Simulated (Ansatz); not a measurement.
Task: Name crystals whose computed values (r²SCAN (plane waves, PAW; program Ansatz)) fall in these windows: gap (eV) 1.0 to 1.4; G_Hill (GPa) 5.2 to 7.0; Θ_D (K) 98 to 120.

Result: 

| crystal | gap (eV) | G_Hill (GPa) | Θ_D (K) |
|---|---|---|---|
| I, molecular I2 type | 1.23 | 6.2 | 106 |
| CsGeI3, R3m (Cs on 3a, Ge on 3a, I on 9b) | 1.10 | 6.5 | 114 |
Others may fit too.

Standing as an ambient phase not checked: CsGeI3, R3m (Cs on 3a, Ge on 3a, I on 9b). Weakly bound layers, chains or molecules computed without a dispersion correction, so cells and soft constants are ill determined: I, molecular I2 type. All cells were relaxed under the symmetry of their starts (and spin orders); stability against distortions was not tested throughout. Spin–orbit coupling is left out wherever it is not named.

Potentials: the later of the program's two PAW sets.
